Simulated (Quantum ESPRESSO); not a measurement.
# Planted mistakes on one cell of SiInHfO5F

Calculated results; nothing here was measured. They come from pw.x of Quantum ESPRESSO 7.5, a plane-wave density functional program, with PseudoDojo standard norm-conserving files (v0.5 for PBE, v0.4.1 for LDA and PBEsol). The cells are made up: elements, strain and atom displacements were drawn at random, and nothing was relaxed. There is no spin polarisation, spin-orbit coupling or dispersion term.

The hafnium file is less sure than the others, with forces about 3 percent (worst 6) and pressure in oxides about 1.5 GPa (worst 2.7) from a second method in checks, which no rerun with the same files tests.

The cell has 10 sites of a corundum lattice. Sites 1 to 4 hold empty Si In Hf; sites 5 to 10 hold O O O O O F. Cell vectors in Å: (2.552, 1.473, 4.561); (-2.552, 1.473, 4.561); (0.000, -2.947, 4.561). Settings: PBE, cutoff 1143 eV, 5 x 5 x 5 k mesh shifted by half a step, Fermi-Dirac smearing of 0.025 eV.

The intended run has a self-consistency threshold of 1e-07 eV, a smearing term of 0.000 eV, a pressure of 12.90 GPa and 13 iterations. Each further run changes one thing: all lengths scaled by 1.0164; atoms of sites 2 and 4 exchanged; cutoff 609 eV; files of PBEsol; k mesh 2 x 2 x 2; one electron added; smearing 0.54 eV; threshold 0.7 eV. A coarse mesh keeps the shift, and a charged cell sits in a uniform background.

```
run,change of free energy (eV),smearing term -TS (eV),change of P (GPa),largest change of a force component (eV/Å),iterations
A,10.971,0.000,-76.74,0.084,11
B,-0.189,-0.759,1.81,0.350,13
C,-0.250,0.000,-9.88,0.704,14
D,13.980,0.000,-6.52,0.271,13
E,11.210,-0.008,32.90,1.883,13
F,0.157,0.000,5.00,0.511,4
G,-1.221,0.000,-2.93,5.551,13
H,0.008,0.000,0.02,0.041,13
```

A rerun of the intended cell at 1437 eV and k mesh 7 x 7 x 7 moved values by no more than 0.003 eV in the cell's energy, 0.04 GPa in stress and 0.002 eV/Å in force.

Question: which change belongs to which run?

## Worked reading

Run F has the fewest iterations, as a run stopped early does. Run B has the largest smearing term, as wide smearing gives. Run A has a higher energy and the largest fall in pressure, as too small a basis gives. Run C changes the volume by a factor of 1.0500; minus its pressure change over the logarithm of that factor, 202 GPa, is a rough bulk modulus with clamped atoms. Energies from files of another functional, or of a charged cell, have another zero and say nothing on stability; the pressure of a charged cell rests on the program's zero of potential too.

## Key

| run | change |
| --- | --- |
| A | cutoff 609 eV |
| B | smearing 0.54 eV |
| C | all lengths scaled by 1.0164 |
| D | files of PBEsol |
| E | one electron added |
| F | threshold 0.7 eV |
| G | atoms of sites 2 and 4 exchanged |
| H | k mesh 2 x 2 x 2 |